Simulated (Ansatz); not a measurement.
The start is a relaxed C cell displaced along its unstable phonon at q = (½, 0, 0) of its primitive reciprocal cell (859i cm⁻¹), largest move 0.15 Å. A full variable-cell relaxation at zero pressure is run with r2SCAN (plane waves to 500 eV, PAW, scalar-relativistic; Ansatz, an electronic-structure program). First-step values are on the input's coarse k-mesh.

Ansatz input (later rounds restart from its end on a renewed k-mesh):
Ansatz 0.2 input:
```yaml
crystal:
  lattice:
    - [4.9995442067, 0.0000000001, 0]
    - [-1.2498860517, 2.1648661452, 0]
    - [0, 0, 2.2487861635]
  atoms:
    - { symbol: C, position: [0.1666666667, 0.6666666667, 0.1832973484] }
    - { symbol: C, position: [0.6666666667, 0.6666666667, 0.3167026516] }
    - { symbol: C, position: [0.3333333333, 0.3333333333, 0.8167026516] }
    - { symbol: C, position: [0.8333333333, 0.3333333333, 0.6832973484] }
basis: { ecutwfc: 500, ecutrho_ratio: 4, xc_grid: 4, fft_grid_basis: typed }
kpoints: { mp_grid: { grid: [15, 15, 14] } }
hamiltonian:
  xc: r2scan
  dispersion: none
  pseudopotentials: { azcp: { folder: ./paw }, kind: paw }
scf: { occupations: { method: fermi_dirac, width: 0.05 } }
relax: { f_tol: 0.01, max_steps: 100, cell: { stress_tol: 0.02 } }
output: { forces: true, stress: true }
```

Q: What is the largest force in the starting geometry, and on which atom (counted from 1)?

A: 4.73 eV/Å, on C1, C2, C3, C4 (atoms numbered as listed).

Q: By how much does the energy per atom fall from start to end?

A: 2.96 eV/atom.

Q: Does it find its way back to the structure it was made from?

A: It does not go back: it reaches Fd-3m (No. 227), diamond type, 3.33 eV/atom below the parent.

Q: How do the shortest distances between atoms change?

A: The closest pairs of elements (up to four, under 3.6 Å), start → end: C–C 1.66 → 1.54 Å.

Q: Is the relaxed structure metallic? Give its gap.

A: 4.36 eV, indirect (valence top at Γ, conduction bottom at k = (0, 0.3636, 0.3636)) (no spin-orbit coupling).

Final values are on a 22×22×22 k-mesh of the relaxed cell. No spin polarisation in the result.

The run could not lose the symmetry of its start.

Of the parent cell (P6₃/mmc (No. 194)): it is a generated cell of C: the first start was made by placing the elements on the sites of a structure type, and the end was not matched to a known phase here, so it may be hypothetical. A known form of C has the same space group but another cell.
